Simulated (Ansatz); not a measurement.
The elements of this relaxed trial crystal are hidden behind letters.

```
lattice vectors (Å)
   3.8895    0.0000    0.0000
  -1.9447    3.3684    0.0000
   0.0000    0.0000    8.9632
fractional positions
X 0.0000 0.0000 0.0000
Z 0.3333 0.6667 0.8141
Z 0.3333 0.6667 0.4084
Z 0.6667 0.3333 0.1859
Z 0.6667 0.3333 0.5916
```

Computed with DFT PBE, scalar-relativistic, plane waves, PAW in Ansatz. Cutoff 420 eV, Γ-centred 12×12×4 mesh (5-atom cell), Gaussian smearing of 0.10 eV, no spin polarisation.

- Space group: P-3m1 (No. 164)
- Conventional cell: a = 3.889 Å, c = 8.963 Å
- Volume per atom: 23.49 Å³
- Density: 6.06 g/cm³
- Energy over the elements: +0.10 eV/atom
- Gap on the 12×12×4 mesh of the 5-atom cell: 0 eV (a metal)

Energies are uncorrected and count from the elements' standard states at the same level.

**Question.** X is a d-block element of period 5 and Z is a p-block element of period 4. Which elements are they?

**Answer.** X = Cd, Z = Se, so the formula is CdSe4. Density times volume gives a mean mass of 6.06 × 23.49/1.6605 = 85.7 u per atom, and this set has 85.7 u. Cd has 6 Se at 2.80 Å; Se on its first site has 3 Cd at 2.80 Å and 3 Se at 3.00 Å; Se on its second site is surrounded by 3 Se at 2.78 Å and 3 Se at 3.00 Å. Other sets within the hints have nearly the same mass, so mass alone doesn't settle it; this one was computed.

The cell is a metal run without spin; a magnetic state may lie lower. Symmetry constrained the relaxation, so the result can be a saddle point. Another cell of CdSe4 relaxed alike, in I4/m, lies 105 meV/atom lower, so this cell isn't the stable form at this level.
